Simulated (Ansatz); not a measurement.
Data:

CdSe (wurtzite)

```yaml
crystal:
  lattice:
    - [4.30194, 0.00000, 0.00000]
    - [-2.15097, 3.72559, 0.00000]
    - [0.00000, 0.00000, 7.02113]
  atoms:
    - { symbol: Cd, position: [0.66667, 0.33333, 0.00046] }
    - { symbol: Cd, position: [0.33333, 0.66667, 0.50046] }
    - { symbol: Se, position: [0.66667, 0.33333, 0.62474] }
    - { symbol: Se, position: [0.33333, 0.66667, 0.12474] }
```

Scan: atom 1 (Cd, nearest neighbour Se at 2.633 Å; its periodic images, 4.3 Å or more away, move with it) is displaced along Cartesian z, direction (0.000, 0.000, 1.000) in Cartesian axes, by s. The other atoms stay.

Computed with PBEsol (plane waves to 420 eV, PAW, scalar-relativistic; Ansatz, an electronic-structure program). k mesh 7×7×4 (Γ-centred), Fermi-Dirac smearing 0.05 eV. Energies are smeared free energies. CdSe was relaxed with its symmetry unable to fall. The zero of ΔE is the undisplaced structure.

The scan covers s from -0.530 to 0.530 Å in 11 points.

Is the energy the same for displacements of ±0.530 Å, and if not, which side lies higher?

Not even: the negative side lies higher at ±0.530 Å. With its periodic images moving along, the atom's site symmetry in this cell is 3m..

What force acts on the atom along the line at s = -0.530 Å?

8.85 eV/Å.

What is the force constant k = d²E/ds² of this move at s = 0?

5.90 eV/Å².

(For displaced atoms, the force is minus the slope of the energy, and its curvature is a force constant, which sets phonon frequencies.)
